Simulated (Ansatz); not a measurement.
Each is relaxed and computed with plane-wave PAW r²SCAN (Ansatz code). Which is the only metal?
(A) SiGe, Pmma (Si on 2e, Si on 2f, Ge on 2e, Ge on 2f)
(B) Y3Si2Ni6, Im-3m (Y on 12e, Si on 8c, Ni on 24h)
(C) Rb2NiF4, I4/mmm (Rb on 4e, Ni on 2a, F on 4c, F on 4e)
(D) Y2CI2, P-3m1 (Y on 2d, C on 1a, I on 2d)

B, Y3Si2Ni6, Im-3m (Y on 12e, Si on 8c, Ni on 24h). Y3Si2Ni6: metal; Y2CI2: gap 0.85 eV (indirect); SiGe: gap 0.55 eV (indirect); Rb2NiF4: gap 3.29 eV. Spin orders computed, not proven ground states: Rb2NiF4, I4/mmm (Rb on 4e, Ni on 2a, F on 4c, F on 4e) antiferromagnetic. Typed or built starts, not in the databases checked: SiGe, Pmma (Si on 2e, Si on 2f, Ge on 2e, Ge on 2f). Standing as an ambient phase not checked: Y3Si2Ni6, Im-3m (Y on 12e, Si on 8c, Ni on 24h); Y2CI2, P-3m1 (Y on 2d, C on 1a, I on 2d); Rb2NiF4, I4/mmm (Rb on 4e, Ni on 2a, F on 4c, F on 4e). Weakly bound layers, chains or molecules computed without a dispersion correction, so cells and soft constants are ill determined: Y2CI2, P-3m1 (Y on 2d, C on 1a, I on 2d). All cells were relaxed under the symmetry of their starts (and spin orders); stability against distortions was not tested throughout. Cells of antiferromagnets are given as chemical subcells. Rows with no word on spin ran without spin polarisation. No Hubbard U is applied. Scalar-relativistic: spin–orbit coupling is off unless named, which matters more the heavier the elements.

Potentials: the later of the program's two PAW sets.
